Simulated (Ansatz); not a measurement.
BaTiO3:
```cif
data_Ba3O9Ti3
_chemical_formula_sum 'Ba3 Ti3 O9'
_space_group_name_H-M_alt 'R3m :H'
_space_group_IT_number 160
_space_group_name_Hall 'R 3 -2"'
_cell_length_a 5.66464
_cell_length_b 5.66464
_cell_length_c 6.98587
_cell_angle_alpha 90.000
_cell_angle_beta 90.000
_cell_angle_gamma 120.000
loop_
_atom_site_label
_atom_site_type_symbol
_atom_site_symmetry_multiplicity
_atom_site_Wyckoff_symbol
_atom_site_fract_x
_atom_site_fract_y
_atom_site_fract_z
_atom_site_occupancy
Ba1 Ba 3 a 0.00000 0.00000 0.00225 1
Ti1 Ti 3 a 0.00000 0.00000 0.51637 1
O1 O 9 b 0.17037 0.34073 0.31749 1
```
(The calculation used a cell of 5 atoms; values per cell refer to that cell.)

Relaxed at zero pressure with plane-wave PAW HSE06 (Ansatz code).

Problem. The volume is raised by 6 % and shape and atoms relax at that volume. What pressure results, and how do the axes share the change?

Solution. -5.1 GPa; a 1.7 %, b 1.7 %, c 2.4 %; the energy rises by 13 meV/atom.

Problem. Give the new structure.

Solution. 
Space group R3m, hexagonal axes (No. 160); a = b = 5.763 Å, c = 7.155 Å, α = β = 90.00°, γ = 120.00°

| atom | site | symmetry | x | y | z |
|---|---|---|---|---|---|
| Ba | 3a | 3m | 0.0000 | 0.0000 | 0.0067 |
| Ti | 3a | 3m | 0.0000 | 0.0000 | 0.5230 |
| O | 9b | .m | 0.1724 | 0.3447 | 0.3138 |

The phase is kept; no other phase was compared at this pressure.

This is a known low-temperature phase of the composition, computed here at zero pressure and temperature. Symmetry was held in the HSE06 relaxation; whether a distortion lowers the energy is not shown. No spin polarisation was allowed. Scalar-relativistic: spin–orbit coupling is off unless named, which matters more the heavier the elements.

Potentials: the earlier of the program's two PAW sets. The files were generated under PBE; for other functionals the program regenerates the frozen cores, and for LDA and PBEsol the local potential too.
